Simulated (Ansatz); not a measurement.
HgTe:
```xyz
2
Lattice="0.0000 3.2547 3.2547 3.2547 0.0000 3.2547 3.2547 3.2547 0.0000" Properties=species:S:1:pos:R:3 pbc="T T T"
Te     4.8821     4.8821     4.8821
Hg     0.0000     0.0000     0.0000
```

Relaxed with PBEsol. Special points in fractions of this cell's reciprocal vectors: Γ (0.000, 0.000, 0.000); X (0.500, 0.000, 0.500); U (0.625, 0.250, 0.625); K (0.375, 0.375, 0.750); L (0.500, 0.500, 0.500); W (0.500, 0.250, 0.750).

List the band energies nearest the Fermi level at these points for the program Ansatz at the PBEsol with spin–orbit coupling level (PAW).

In eV from the Fermi level; about four levels below and three above (degenerate sets whole), none deeper than 8.9 eV; points with the same levels are listed once.

| k | below | above |
|---|---|---|
| Γ | -1.09 -1.09 -0.78 -0.78 | 0.00 0.00 0.00 0.00 |
| X | -2.60 -2.60 -2.42 -2.42 | 1.62 1.62 2.17 2.17 |
| U | -3.15 -3.11 -2.12 -2.10 | 1.84 2.01 3.63 |
| L | -1.51 -1.51 -0.96 -0.96 | 0.37 0.37 4.44 4.44 |
| W | -3.04 -2.82 -2.75 -2.67 | 2.56 3.00 4.26 |

Space group F-43m (zinc blende). The cell was relaxed with PBEsol under the symmetry of its start. The Fermi level of a semimetal is unsure by some 0.05 eV on such meshes.

Potentials: the later of the program's two PAW sets.
